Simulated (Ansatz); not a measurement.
# How Co answers to pressure

Space group P6_3/mmc (No. 194). a = 2.495 Å, b = 2.495 Å, c = 4.032 Å, α = 90.00°, β = 90.00°, γ = 120.00°
```json
{"atom": "Co", "site": "2c", "symmetry": "-6m2", "x": "0.3333", "y": "0.6667", "z": "0.2500"}
```

The runs use the primitive cell with vectors (2.495, 0.000, 0.000), (-1.248, 2.161, 0.000), (0.000, 0.000, 4.032) Å, to which the k mesh refers.

The cell was built from the hcp type and relaxed in the same program, and has space group P6_3/mmc; it needn't be a known or the stable phase.

These are results of DFT, PBE, all-electron LAPW, scalar-relativistic in Ansatz 0.2.0, not measurements.

Numerical set-up: a Γ-centred 17×17×9 k mesh, Fermi–Dirac smearing of 0.05 eV, basis error target 0.25 meV/atom, spin-polarised from start moments Co1 2, Co2 2 μB.

The cell is scaled evenly with fractional coordinates held.

```json
{"V/V(cell)": "0.9700", "P (GPa)": "6.80", "cell moment (μB)": "3.201"}
{"V/V(cell)": "1.0000", "P (GPa)": "-0.12", "cell moment (μB)": "3.250"}
{"V/V(cell)": "1.0300", "P (GPa)": "-6.01", "cell moment (μB)": "3.289"}
{"V/V(cell)": "1.0600", "P (GPa)": "-11.05", "cell moment (μB)": "3.314"}
```

(1) From the rows at 0.9700 and 1.0300, what is the bulk modulus at the cell's volume?

(2) How does the moment scale with volume?

(3) Predict the row at V/V(cell) = 0.9405. How far is a linear estimate of P off?

Results:

(1) B = −ΔP/Δln V = −[(-6.01) − (6.80)]/0.06002 = 213.4 GPa.

(2) dln M/dln V = ln(3.289/3.201)/0.06002 = 0.5: expansion raises it.

(3) P = 14.86 GPa, moment 3.148 μB. The linear estimate P(cell) − B ln(V/V(cell)) = 12.97 GPa misses by 1.89 GPa, since the modulus grows under compression.
